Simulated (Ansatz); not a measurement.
The start is a relaxed Rh cell, doubled along one cell vector, shaken by Gaussian noise of σ = 0.08 Å a coordinate. Cell shape, volume and atoms are optimised at zero target pressure with r2SCAN (plane waves to 500 eV, PAW, scalar-relativistic; Ansatz, a first-principles code). First-step values are on the input's coarse k-mesh.

Ansatz input (later rounds restart from its end on a renewed k-mesh):
Ansatz 0.2 input:
```yaml
crystal:
  lattice:
    - [0, 2.730617538, 2.730617538]
    - [5.461235076, 0, 5.461235076]
    - [2.730617538, 2.730617538, 0]
  atoms:
    - { symbol: Rh, position: [0.725457138, 0.3935060186, 0.7359428055] }
    - { symbol: Rh, position: [0.7803618734, 0.8521541417, 0.7940545966] }
    - { symbol: Rh, position: [0.52046637, 0.2482275727, 0.4770004715] }
    - { symbol: Rh, position: [0.4809508044, 0.7697166612, 0.4992979877] }
basis: { ecutwfc: 500, ecutrho_ratio: 4, xc_grid: 4, fft_grid_basis: typed }
kpoints: { mp_grid: { grid: [10, 5, 10] } }
hamiltonian:
  xc: r2scan
  dispersion: none
  pseudopotentials: { azcp: { folder: ./paw }, kind: paw }
scf: { occupations: { method: fermi_dirac, width: 0.05 } }
relax: { f_tol: 0.01, max_steps: 100, cell: { stress_tol: 0.02 } }
output: { forces: true, stress: true }
```

Problem. How large is the pressure on the unrelaxed cell, and of which sign?

Solution. +2.0 GPa (positive: the cell is compressed).

Problem. How much energy is released per atom?

Solution. 1.24 eV/atom.

Problem. Does it find its way back to the structure it was made from?

Solution. It does not go back: it reaches Fm-3m (No. 225), fcc (Cu type), 1.12 eV/atom below the parent.

Problem. How do the shortest distances between atoms change?

Solution. The closest pairs of elements (up to four, under 3.6 Å), start → end: Rh–Rh 2.22 → 2.69 Å.

Problem. What does it relax into? Give the structure.

Solution. 
Space group Fm-3m (No. 225); a = 3.800 Å, b = 3.800 Å, c = 3.800 Å, α = 90.00°, β = 90.00°, γ = 90.00°

```
atom  site  symmetry       x       y       z
----  ----  --------  ------  ------  ------
Rh      4a      m-3m  0.0000  0.0000  0.0000
```
(The calculation used a cell of 1 atom; values per cell refer to that cell.)

Final values are on a 21×21×21 k-mesh of the relaxed cell. No spin polarisation in the result.

Of the parent cell (Fd-3m (No. 227)): it is a generated cell of Rh: the first start was made by placing the elements on the sites of a structure type, and the end was not matched to a known phase here, so it may be hypothetical. Known forms of Rh include space group No. 225.
